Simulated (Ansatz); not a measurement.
MoPt (rock salt, Fm-3m) at seven volumes, plane-wave PAW PBE (Ansatz code), scaled uniformly. One row is withheld.

```tsv
V (Å³/atom)	P (GPa)
16.404	23.25
16.945	14.14
17.486	6.47
18.027	0.00
18.567	-5.45
19.108	-10.02
19.649	?
```

Fit the shown pressures and predict the withheld one.

P = (3/2)B₀(x^(7/2) − x^(5/2))[1 + (3/4)(B′ − 4)(x − 1)] with x = (V₀/V)^(2/3). Least squares on the six rows gives V₀ = 18.027 Å³/atom, B₀ = 197 GPa, B′ = 4.69. At V = 19.649, x = 0.9442 and P = -13.88 GPa. The run itself gave -13.86 GPa.

The start of the workflow was typed in or built on a structure type; neither database checked (COD, Materials Project) lists it. Whether it is the stable phase at ambient conditions was not checked. The cell was relaxed with PBE under the symmetry of its start; its stability against distortions is not shown here. No spin polarisation was allowed. The volume moved by 18 % from the start of the relaxation. Its formation energy is positive at this level, so the cell may be metastable or incomplete. Spin–orbit coupling is left out wherever it is not named.

Potentials: the earlier of the program's two PAW sets.
